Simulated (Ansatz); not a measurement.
W in space group P4_2/mnm (No. 136; Pearson symbol tP30) at seven volumes, r²SCAN (plane waves, PAW; program Ansatz), shape and atoms relaxed at each. One row is withheld.

```json
[
 {"V (Å³/atom)": "14.732", "P (GPa)": "35.17"},
 {"V (Å³/atom)": "15.218", "P (GPa)": "21.65"},
 {"V (Å³/atom)": "15.704", "P (GPa)": "10.02"},
 {"V (Å³/atom)": "16.189", "P (GPa)": "-0.01"},
 {"V (Å³/atom)": "16.675", "P (GPa)": "?"},
 {"V (Å³/atom)": "17.161", "P (GPa)": "-16.02"},
 {"V (Å³/atom)": "17.646", "P (GPa)": "-22.33"}
]
```

Task: Fit the shown pressures and predict the withheld one.

Result: P = (3/2)B₀(x^(7/2) − x^(5/2))[1 + (3/4)(B′ − 4)(x − 1)] with x = (V₀/V)^(2/3). Least squares on the six rows gives V₀ = 16.190 Å³/atom, B₀ = 309 GPa, B′ = 4.01. At V = 16.675, x = 0.9805 and P = -8.60 GPa. The run itself gave -8.63 GPa.

The start of the workflow was typed in or built on a structure type; neither database checked (COD, Materials Project) lists it. It is not the phase usual at ambient conditions (space group No. 229). Symmetry was held in the r²SCAN relaxation; whether a distortion lowers the energy is not shown. The run is not spin-polarised. Spin–orbit coupling is left out wherever it is not named.

Potentials: the later of the program's two PAW sets.
